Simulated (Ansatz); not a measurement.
Consider the following.

SrO (rock salt, space group No. 225), a = b = c = 5.160 Å, α = β = γ = 90.00°; the cell used has 2 atoms.

This is the r²SCAN-relaxed structure.

**Question.** All from r²SCAN (plane waves, PAW; program Ansatz), unless another level is named. Give the electron effective mass with spin–orbit coupling.

**Answer.** 0.40, 0.40, 1.2 mₑ (principal values).

**Question.** What about the HSE06 gap on the r²SCAN cell?

**Answer.** 4.80 eV.

**Question.** Predict the hole effective mass, band 1 of 3 at the edge.

**Answer.** 4.3 along [100], 4.3 along [110], 1.3 along [111] (mₑ).

Space group Fm-3m (rock salt). The r²SCAN relaxation kept the symmetry of its start; phonons on a q-mesh show no instability. Spin–orbit coupling is left out wherever it is not named.

Potentials: the earlier of the program's two PAW sets.
